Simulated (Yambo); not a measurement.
RPA spectrum of BN (space group P6_3/mmc, No. 194) on PBEsol bands in Yambo (18×18×6 mesh, 30 bands, 4 Ry local-field block, 0.2 eV broadening; field along x). CGrdSpXd merges neighbouring transition energies to save time; the report line [X-CG] gives the poles kept by one of the 4 MPI tasks, and where the merging fails may depend on that split. Axes are Cartesian, with cell vectors (Å) (2.51, 0.00, 0.00), (-1.26, 2.18, 0.00), (0.00, 0.00, 7.71).

```tsv
CGrdSpXd asked (%)	share reached (%)	poles used (one task)	static ε	largest change of Im ε (% of its maximum)	rough time
100	100	4912	4.17	0.0	1
70	69	3438	4.17	0.1	within a factor of two
30	29	1471	4.17	0.6	within a factor of two
15	1	82	4.19	11	within a factor of two
5	1	82	4.19	11	within a factor of two
```

All runs end normally. In the runs at 15 %, 5 % few poles are left or the spectrum changes by over a quarter of its peak, and no warning says so. Times are rough ratios from shared machines. The k mesh wasn't tested; the rows compare only with each other.

Geometry of the Materials Project entry, not relaxed at this level; primitive cell a = 2.512 Å, b = 2.512 Å, c = 7.707 Å, α = 90.00°, β = 90.00°, γ = 120.00°.

The distance between layers or molecules is the database entry's, not relaxed here. Functionals without dispersion can leave it too large, which widens gaps and weakens the response across layers: the numbers belong to this cell.
